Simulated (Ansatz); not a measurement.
This run works on a generated trial structure, not on a known crystal.

Input and command of a plane-wave DFT calculation in Ansatz:

```yaml
crystal:
  lattice:
    - [-3.54068358, 3.54068358, 2.23821108]
    - [3.54068358, -3.54068358, 2.23821108]
    - [3.54068358, 3.54068358, -2.23821108]
  atoms:
    - { symbol: Hf, position: [0.0, 0.67144954, 0.67144954] }
    - { symbol: Hf, position: [0.0, 0.32855046, 0.32855046] }
    - { symbol: Hf, position: [0.67144954, 0.0, 0.67144954] }
    - { symbol: Hf, position: [0.32855046, 0.0, 0.32855046] }
    - { symbol: C, position: [0.0, 0.0, 0.0] }
basis:
  ecutwfc: 420
kpoints:
  mp_grid: { grid: [4, 4, 4] }
hamiltonian:
  xc: pbe
scf:
  occupations: { method: gaussian, width: 0.2 }
  lower_state_search: "off"
output:
  forces: true
  stress: true
  eigenvalues: true
relax:
  adjacent_minimum: "off"
  f_tol: 0.08
  max_steps: 16
  cell: { stress_tol: 0.8 }
```

```bash
ansatz run input.yaml --threads 1 --pin off --max-ram 2560MiB --backend cpu --events-out ev --progress --plain --runs-dir out
```

Processor: Intel(R) Xeon(R) Platinum 8488C (Sapphire Rapids), 1 thread, on a host shared with other jobs.

**Question.** Estimate time, memory and problem size.

**Answer.** About 64 s, peak memory 0.49 GiB. It solves 65 bands at 13 k points (after reduction by symmetry) with about 2089 plane waves (on the last cell), in 80 SCF iterations over 11 ionic steps.
